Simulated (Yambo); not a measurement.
Optical response of CaI₂

```xyz
3
Lattice="4.4322 0.0000 0.0000 -2.2161 3.8384 0.0000 0.0000 0.0000 6.9195" Properties=species:S:1:pos:R:3 pbc="T T T"
Ca     0.0000     0.0000     0.0000
I      0.0000     2.5589     1.7814
I      2.2161     1.2795     5.1381
```

Yambo, RPA with local fields on PBEsol bands; 6×6×2 mesh, 174 bands, 4 Ry local-field block, 0.2 eV broadening; field along x.

| E (eV) | Im ε | Re ε | Im ε, independent particles |
|---|---|---|---|
| 0.0 | 0.00 | 3.80 | 0.00 |
| 0.4 | 0.01 | 3.81 | 0.01 |
| 0.8 | 0.02 | 3.84 | 0.03 |
| 1.1 | 0.03 | 3.89 | 0.05 |
| 1.5 | 0.05 | 3.97 | 0.07 |
| 1.9 | 0.07 | 4.08 | 0.10 |
| 2.2 | 0.10 | 4.23 | 0.13 |
| 2.6 | 0.14 | 4.45 | 0.19 |
| 3.0 | 0.22 | 4.76 | 0.30 |
| 3.4 | 0.40 | 5.27 | 0.55 |
| 3.8 | 1.14 | 6.05 | 1.58 |
| 4.1 | 2.33 | 5.80 | 3.36 |
| 4.5 | 3.15 | 4.90 | 4.43 |
| 4.9 | 2.90 | 4.76 | 4.09 |
| 5.2 | 3.73 | 5.01 | 5.48 |
| 5.6 | 4.07 | 4.08 | 5.80 |
| 6.0 | 4.67 | 3.74 | 6.70 |
| 6.4 | 5.25 | 2.96 | 7.18 |
| 6.8 | 5.33 | 1.64 | 6.83 |
| 7.1 | 4.65 | 1.13 | 5.85 |
| 7.5 | 4.59 | 0.06 | 5.24 |
| 7.9 | 2.91 | -0.37 | 3.42 |
| 8.2 | 2.54 | 0.15 | 3.36 |
| 8.6 | 2.47 | 0.09 | 3.34 |
| 9.0 | 2.37 | 0.50 | 3.56 |
| 9.4 | 2.30 | 0.33 | 3.19 |
| 9.8 | 2.16 | 0.13 | 2.64 |
| 10.1 | 1.99 | 0.21 | 2.48 |
| 10.5 | 1.92 | 0.24 | 2.31 |
| 10.9 | 1.91 | 0.06 | 2.09 |
| 11.2 | 1.85 | -0.09 | 1.81 |
| 11.6 | 1.58 | -0.23 | 1.45 |
| 12.0 | 1.15 | -0.19 | 1.16 |
| 12.4 | 1.04 | 0.07 | 1.16 |
| 12.8 | 1.09 | 0.15 | 1.11 |
| 13.1 | 0.99 | -0.06 | 0.79 |
| 13.5 | 0.78 | 0.14 | 0.75 |
| 13.9 | 0.79 | 0.25 | 0.79 |
| 14.2 | 0.74 | 0.23 | 0.68 |
| 14.6 | 0.73 | 0.25 | 0.63 |
| 15.0 | 0.60 | 0.30 | 0.56 |
| 15.4 | 0.60 | 0.38 | 0.56 |
| 15.8 | 0.56 | 0.45 | 0.55 |
| 16.1 | 0.63 | 0.47 | 0.55 |
| 16.5 | 0.64 | 0.48 | 0.50 |
| 16.9 | 0.67 | 0.43 | 0.43 |
| 17.2 | 0.57 | 0.34 | 0.32 |
| 17.6 | 0.44 | 0.39 | 0.28 |
| 18.0 | 0.41 | 0.45 | 0.28 |
| 18.4 | 0.38 | 0.49 | 0.26 |
| 18.8 | 0.34 | 0.55 | 0.25 |
| 19.1 | 0.37 | 0.64 | 0.29 |
| 19.5 | 0.43 | 0.60 | 0.24 |
| 19.9 | 0.42 | 0.56 | 0.20 |

Structure narrower than a few tenths of an eV can come from the finite k mesh. Convergence of the RPA response with its 6×6×2 mesh was not tested. No excitonic effects at this level.

Spin-orbit coupling is included.

Geometry relaxed with PBE+D3(BJ).
